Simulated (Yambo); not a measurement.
G0W0@PBEsol for K2OsCl4O2 (space group I4/mmm, No. 139) in Yambo. Reference settings: 2×2×2 Γ-centred k mesh, bands 5 to 328 and a 7 Ry block in the screening, 328 bands in G with the Bruneval-Gonze terminator, plasmon pole fitted at 27.2 eV. The PBEsol gap X → X on this mesh is 1.64 eV; G0W0 gaps are taken between the same points.

The settings were changed. The gap went from 4.65 eV to 4.54 eV, and the shift of the valence edge from -1.05 eV to -0.78 eV.

Question: What was changed between the two runs?
(A) no random integration
(B) 124 bands in G
(C) 211 bands in G, no terminator
(D) 6 Ry block

Answer: A, no random integration. The others gave (gap, valence shift): 124 bands in G: 4.65, -0.98 eV; 6 Ry block: 4.62, -1.00 eV; 211 bands in G, no terminator: 4.73, -0.71 eV.

Spin-orbit coupling is not included.

Geometry of the Materials Project entry, not relaxed at this level; primitive cell a = b = c = 6.739 Å, α = β = 115.16°, γ = 98.61°.

A shift is the quasiparticle energy of the state minus its PBEsol energy.
